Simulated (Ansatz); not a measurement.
KHO:
```
KHO
1.0
    1.96208    -5.12283     0.00000
    1.96208     5.12283     0.00000
    0.00000     0.00000     3.93491
K H O
2 2 2
Direct
  0.36048   0.63952   0.23972
  0.63952   0.36048   0.73972
  0.02927   0.97073   0.09094
  0.97073   0.02927   0.59094
  0.10016   0.89984   0.26393
  0.89984   0.10016   0.76393
```

Relaxed with PBEsol.

Problem. Give the Bader charges and basin volumes of the independent atoms, PBEsol in the plane-wave PAW code Ansatz.

Solution. 

```csv
atom,Bader charge (e),Bader volume (Å³)
K1,+0.81,19.4
H3,+0.54,1.9
O5,-1.35,18.3
```

Space group Cmc2_1. The first step of the workflow began from a Materials Project structure, measured or hypothetical; the Crystallography Open Database copy checked does not list it. COD files the formula under space group No. 14. Whether it is the stable phase at ambient conditions was not checked. The PBEsol relaxation kept the symmetry of its start; whether a distortion lowers the energy is not shown.

Potentials: the later of the program's two PAW sets.
